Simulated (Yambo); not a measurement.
Absorption of K2Pt (space group Fm-3m, No. 225) with and without the electron-hole interaction (Yambo, PBEsol bands; 6×6×6 mesh, 6 valence and 6 conduction bands, static screening with 57 bands and a 4 Ry block, scissor 0.82 eV, Tamm-Dancoff; field along x).

| E (eV) | Im ε, BSE | Im ε, independent quasiparticles |
|---|---|---|
| 0.75 | 0.21 | 0.13 |
| 0.85 | 0.24 | 0.15 |
| 0.96 | 0.28 | 0.16 |
| 1.06 | 0.33 | 0.17 |
| 1.16 | 0.39 | 0.19 |
| 1.26 | 0.48 | 0.21 |
| 1.36 | 0.62 | 0.24 |
| 1.46 | 0.83 | 0.27 |
| 1.56 | 1.21 | 0.31 |
| 1.66 | 1.95 | 0.35 |
| 1.76 | 3.27 | 0.41 |
| 1.86 | 4.80 | 0.50 |
| 1.96 | 5.25 | 0.62 |
| 2.06 | 3.91 | 0.82 |
| 2.16 | 3.03 | 1.15 |
| 2.26 | 2.69 | 1.68 |
| 2.36 | 2.98 | 2.16 |
| 2.46 | 3.88 | 2.77 |
| 2.56 | 5.03 | 3.92 |
| 2.67 | 6.59 | 5.40 |
| 2.77 | 8.26 | 6.91 |
| 2.87 | 9.44 | 7.41 |
| 2.97 | 9.55 | 7.29 |
| 3.07 | 8.10 | 7.31 |
| 3.17 | 6.24 | 6.80 |
| 3.27 | 4.62 | 6.83 |
| 3.37 | 3.84 | 7.76 |
| 3.47 | 3.61 | 9.65 |
| 3.57 | 3.50 | 9.50 |
| 3.67 | 3.33 | 8.14 |
| 3.77 | 3.35 | 8.12 |
| 3.87 | 3.54 | 7.63 |
| 3.97 | 3.26 | 6.48 |
| 4.07 | 2.93 | 5.42 |
| 4.17 | 2.93 | 4.58 |
| 4.27 | 3.24 | 4.13 |
| 4.38 | 3.33 | 4.26 |
| 4.48 | 3.15 | 4.83 |
| 4.58 | 2.73 | 5.27 |
| 4.68 | 2.39 | 5.23 |
| 4.78 | 2.16 | 5.04 |
| 4.88 | 1.95 | 4.72 |
| 4.98 | 2.11 | 4.38 |
| 5.08 | 2.42 | 4.05 |
| 5.18 | 2.57 | 3.87 |
| 5.28 | 2.48 | 3.50 |
| 5.38 | 2.42 | 3.18 |
| 5.48 | 2.61 | 2.86 |
| 5.58 | 2.80 | 2.43 |
| 5.68 | 3.09 | 2.36 |
| 5.78 | 3.72 | 2.58 |
| 5.88 | 4.34 | 2.81 |
| 5.98 | 4.87 | 3.05 |
| 6.09 | 5.77 | 3.35 |
| 6.19 | 7.17 | 3.08 |
| 6.29 | 7.41 | 2.65 |
| 6.39 | 5.81 | 2.23 |
| 6.49 | 4.12 | 1.82 |
| 6.59 | 3.29 | 1.66 |
| 6.69 | 2.69 | 1.56 |
| 6.79 | 2.33 | 1.60 |
| 6.89 | 2.12 | 1.75 |
| 6.99 | 1.77 | 1.65 |
| 7.09 | 1.48 | 1.44 |
| 7.19 | 1.36 | 1.34 |
| 7.29 | 1.41 | 1.25 |
| 7.39 | 1.52 | 1.15 |
| 7.49 | 1.53 | 1.03 |

The scissor comes from a G0W0 run whose convergence isn't established. Broadening 0.15 eV. The band window holds all transitions up to 7.6 eV. Fine structure above the onset can come from the mesh.

Spin-orbit coupling is left out, which matters for elements this heavy: edges can move by tenths of an eV.

Geometry relaxed with PBEsol; primitive cell a = b = c = 5.2837 Å, α = β = γ = 60.00°.

The structure is a Materials Project entry; no match was found in the copy of COD used, and its stability was not checked.
